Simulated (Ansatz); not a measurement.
Relaxed PtS2 (CdI2 type):

```
CELL_PARAMETERS angstrom
      3.58366     0.00000     0.00000
     -1.79183     3.10354     0.00000
      0.00000     0.00000     4.65604
ATOMIC_POSITIONS crystal
  Pt 0.00000 0.00000 0.00000
  S  0.66667 0.33333 0.25904
  S  0.33333 0.66667 0.74096
```

All values below come from PBE-D3(BJ) (plane waves to 420 eV, PAW, scalar-relativistic; Ansatz, a program for electronic structure). k mesh 12×12×8 (Γ-centred), Fermi-Dirac smearing 0.05 eV. With partly filled bands, energies and forces of such displacements shift with the k mesh and the smearing. At this level the bands of PtS2 touch or barely overlap; measurements give the solid a gap. PtS2 is run without spin polarisation. PtS2 was relaxed with its symmetry unable to fall. Spin-orbit coupling is left out, though Pt is heavy. The PAW data are Ansatz's earlier set.

One atom of the cell was then moved (with its periodic images), all else fixed, and the forces (eV/Å) came out as:

| atom | Fx | Fy | Fz |
|---|---|---|---|
| Pt1 | 6.716 | -4.694 | -5.623 |
| S2 | -7.018 | 5.293 | 6.757 |
| S3 | 0.302 | -0.599 | -1.134 |

**Question.** Which atom was moved, and by which vector (Å)?

**Answer.** S2, by (0.72, 0.00, 0.00), 0.72 Å in all.

(A displaced cell: forces are minus the slopes of the energy, force constants its curvatures, and phonons follow from these.)
